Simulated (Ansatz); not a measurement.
Crystals of one structure type (zinc blende) and one family of elements, relaxed and computed with r²SCAN (plane waves, PAW; program Ansatz).

```tsv
crystal	gap (eV)	ε∞
BAs	1.37	?
BP	1.41	8.74
GaP	1.85	9.35
AlN	3.93	4.26
BN	4.99	4.46
```

Task: Fit a straight line to ln ε∞ against ln E_g and predict the withheld value.

Result: Least squares on the 4 shown rows: ln ε∞ = -0.67 × ln E_g + (2.496), with a scatter of 12.5 %. For BAs this gives 9.83. The run itself gave 9.31, a miss of 5.6 % of that.

All cells were relaxed under the symmetry of their starts (and spin orders); stability against distortions was not tested throughout. Scalar-relativistic: spin–orbit coupling is off unless named, which matters more the heavier the elements.

Potentials: the earlier of the program's two PAW sets.
